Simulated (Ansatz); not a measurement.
NbSeS in space group P-3m1 (No. 164; Nb on 2c, Se on 2d, S on 2d), plane-wave PAW PBEsol (Ansatz code), all energies at zero smearing, with the estimated change up to a 700 eV cutoff added, with one set of potentials and settings (totals compare only within such a set). Cell of 6 atoms (2 Nb, 2 Se, 2 S): -21615.141 eV.

| element | reference phase | E (eV/atom) |
|---|---|---|
| Nb | Im-3m, 1 atoms in the cell | -4495.4542 |
| Se | P3_121, 3 atoms in the cell | -5424.2079 |
| S | Fddd, 32 atoms in the cell | -884.8920 |

Formation energy per atom, worked out: (-21615.141 − 2×(-4495.4542) − 2×(-5424.2079) − 2×(-884.8920))/6 = -1.005 eV/atom (-97 kJ per mol of atoms), at 0 K, without zero-point energy or fitted corrections.

The first step of the workflow began from a Materials Project structure, measured or hypothetical; the Crystallography Open Database copy checked does not list it. Its standing as an ambient phase is unchecked. The PBEsol relaxation kept the symmetry of its start; whether a distortion lowers the energy is not shown. The workflow began spin-polarised and lost its moments. A crystal of weakly bound layers computed without a dispersion correction: the cell and the soft elastic constants depend strongly on that. The references are the lowest solids computed at this level, not always the standard phases.

Potentials: the later of the program's two PAW sets.
